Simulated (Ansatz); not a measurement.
Relaxed CdTe (zinc blende):

```
CELL_PARAMETERS angstrom
      0.00000     3.30902     3.30902
      3.30902     0.00000     3.30902
      3.30902     3.30902     0.00000
ATOMIC_POSITIONS crystal
  Te 0.75000 0.75000 0.75000
  Cd 0.00000 0.00000 0.00000
```

Method: PBE (plane waves to 420 eV, PAW, scalar-relativistic; Ansatz, a quantum-chemistry and plane-wave program). k mesh 7×7×7 (Γ-centred), Fermi-Dirac smearing 0.05 eV. CdTe was relaxed with its symmetry unable to fall. Spin-orbit coupling is left out, though Te is heavy.

One atom of the cell was then moved (with its periodic images), all else fixed, and the forces (eV/Å) came out as:

```tsv
atom	Fx	Fy	Fz
Te1	0.000	0.000	-1.044
Cd2	0.000	0.000	1.044
```

With two atoms only their relative shift counts; take Cd2 as fixed.

Q: Which atom was moved, and by which vector (Å)?

A: Te1, by (0.00, 0.00, 0.29), 0.29 Å in all.

(For displaced atoms, the force is minus the slope of the energy, and its curvature is a force constant, which sets phonon frequencies.)
